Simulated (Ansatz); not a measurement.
Si₆BAs in space group I-42m (No. 121; B on 2a, Si on 8i, Si on 4d, As on 2b) at seven volumes, r²SCAN (plane waves, PAW; program Ansatz), shape and atoms relaxed at each. One row is withheld.

| V (Å³/atom) | P (GPa) |
|---|---|
| 16.556 | 11.82 |
| 17.102 | 7.26 |
| 17.648 | 3.35 |
| 18.194 | 0.00 |
| 18.740 | -2.87 |
| 19.286 | -5.34 |
| 19.831 | ? |

Q: Fit the shown pressures and predict the withheld one.

A: Third-order Birch–Murnaghan: P = (3/2)B₀(x^(7/2) − x^(5/2))[1 + (3/4)(B′ − 4)(x − 1)] with x = (V₀/V)^(2/3). Least squares on the six rows gives V₀ = 18.194 Å³/atom, B₀ = 103.2 GPa, B′ = 4.09. At V = 19.831, x = 0.9442 and P = -7.46 GPa. The run itself gave -7.44 GPa.

The start of the workflow was typed in or built on a structure type; neither database checked (COD, Materials Project) lists it. Whether it is the stable phase at ambient conditions was not checked. The cell was relaxed with r²SCAN under the symmetry of its start; whether a distortion lowers the energy is not shown.

Potentials: the earlier of the program's two PAW sets.
